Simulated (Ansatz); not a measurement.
Ca$_{3}$GeN (anti-perovskite, space group No. 221) under volume change, plane-wave PAW r²SCAN (Ansatz code), scaled uniformly.

| V (Å³/atom) | E − E(relaxed) (meV/atom) | P (GPa) |
|---|---|---|
| 20.010 | 39.7 | 6.96 |
| 20.670 | 16.7 | 4.27 |
| 21.330 | 4.0 | 1.97 |
| 21.990 | 0.0 | 0.00 |
| 22.649 | ___ | ___ |
| 23.309 | 13.6 | -3.14 |
| 23.969 | ___ | ___ |

Task: What belongs in the gaps?

Result: 
- 22.649, E − E(relaxed) (meV/atom): 3.6
- 22.649, P (GPa): -1.69
- 23.969, E − E(relaxed) (meV/atom): 29.1
- 23.969, P (GPa): -4.37

Task: What does a third-order Birch–Murnaghan fit give for V₀, B₀ and B′?

Result: V₀ = 21.99 Å³/atom, B₀ = 60.7 GPa, B′ = 4.1.

Space group Pm-3m (anti-perovskite). The workflow started from an entry of the Crystallography Open Database (COD). Its standing as an ambient phase is unchecked. The cell was relaxed with r²SCAN under the symmetry of its start; whether a distortion lowers the energy is not shown. Spin–orbit coupling is left out wherever it is not named.

Potentials: the later of the program's two PAW sets.
